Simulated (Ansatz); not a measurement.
This cell of Sn (beta-Sn type, space group I4_1/amd) is off equilibrium:

```
CELL_PARAMETERS angstrom
     -5.88622     5.88622     3.18373
      0.00000     0.00000     3.18373
      0.00000     5.88622     0.00000
ATOMIC_POSITIONS crystal
  Sn 0.00000 0.25000 0.52548
  Sn 0.50000 0.25000 0.47452
  Sn 0.00000 0.00000 0.97452
  Sn 0.50000 0.00000 0.02548
```

Computed with r2SCAN (plane waves to 500 eV, PAW, scalar-relativistic; Ansatz, a program for electronic structure). k mesh 17×17×17 (Γ-centred), Fermi-Dirac smearing 0.05 eV. Stress and pressure are positive under compression. With partly filled bands, energies and forces of such displacements shift with the k mesh and the smearing. Sn was relaxed with its symmetry unable to fall.

### Question
Predict the force on every atom, in eV/Å.

### Answer
```
atom     Fx      Fy      Fz
----  -----  ------  ------
Sn1   0.000  -1.426   0.260
Sn2   0.000   1.426   0.260
Sn3   0.000   1.426  -0.260
Sn4   0.000  -1.426  -0.260
```

### Question
What is the stress tensor (GPa)?

### Answer
```
   -0.2      0.0      0.0
    0.0      6.2      0.0
    0.0      0.0      0.9
```
The pressure, a third of the trace, is 2.3 GPa.

(For displaced atoms, the force is minus the slope of the energy, and its curvature is a force constant, which sets phonon frequencies.)
